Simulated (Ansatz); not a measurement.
**Guessed and relaxed cells of La3LuO2**

Recipe of this trial structure of La3LuO2: random cell by space group and Wyckoff sites (I4/mmm, No. 139). Lengths were set from tabulated atomic sizes, so they are only a guess.

POSCAR.start

```
La Lu O
1.0
    -3.29425    3.29425    3.75924
     3.29425   -3.29425    3.75924
     3.29425    3.29425   -3.75924
La Lu O
3 1 2
Direct
  0.50000 0.00000 0.50000
  0.00000 0.50000 0.50000
  0.00000 0.00000 0.00000
  0.50000 0.50000 0.00000
  0.75000 0.25000 0.50000
  0.25000 0.75000 0.50000
```

The calculation used DFT PBE, scalar-relativistic, plane waves, PAW (Ansatz). Cutoff 420 eV, Gaussian smearing, Γ-centred meshes. Cell and atoms relax first on a coarse mesh and then on a finer one. In between, the cell is made exact in the group found at 0.06 Å. In metals the finer mesh still leaves noise of several meV/atom or more. The steps can't lower the symmetry of their start. No spin polarisation.

POSCAR.end

```
La Lu O
1.0
    -3.64062    3.64062    4.34197
     3.64062   -3.64062    4.34197
     3.64062    3.64062   -4.34197
La Lu O
3 1 2
Direct
  0.50000 0.00000 0.50000
  0.00000 0.50000 0.50000
  0.00000 0.00000 0.00000
  0.50000 0.50000 0.00000
  0.75000 0.25000 0.50000
  0.25000 0.75000 0.50000
```

The symmetry stays I4/mmm (No. 139). The volume per atom grows by 41.1 %, from 27.2 to 38.4 Å³. The shortest distance goes from 1.88 Å (La–O) to 2.17 Å (La–O). The energy falls by about 0.72 eV/atom (the start's value is from the coarse mesh).

```yaml
Volume_per_atom: 38.37 Å³
Density: 4.50 g/cm³
Formation_energy: −0.62 eV/atom
Gap_on_the_8×8×8_mesh_of_the_6-atom_cell: 0 eV (a metal)
```

Formation energies are uncorrected and refer to the elements' standard structures at the same level (O₂ as a molecule).

The last run used Gaussian smearing of 0.10 eV. The cell is a metal run without spin; a magnetic state may lie lower. Symmetry constrained the relaxation, so the result can be a saddle point. In all, the 3 runs took 8.7 min on 1 thread of AMD EPYC (Zen 3) (shared host). Another cell of La3LuO2 relaxed alike, in P-3m1, lies 1.12 eV/atom lower, so this cell isn't the stable form at this level.
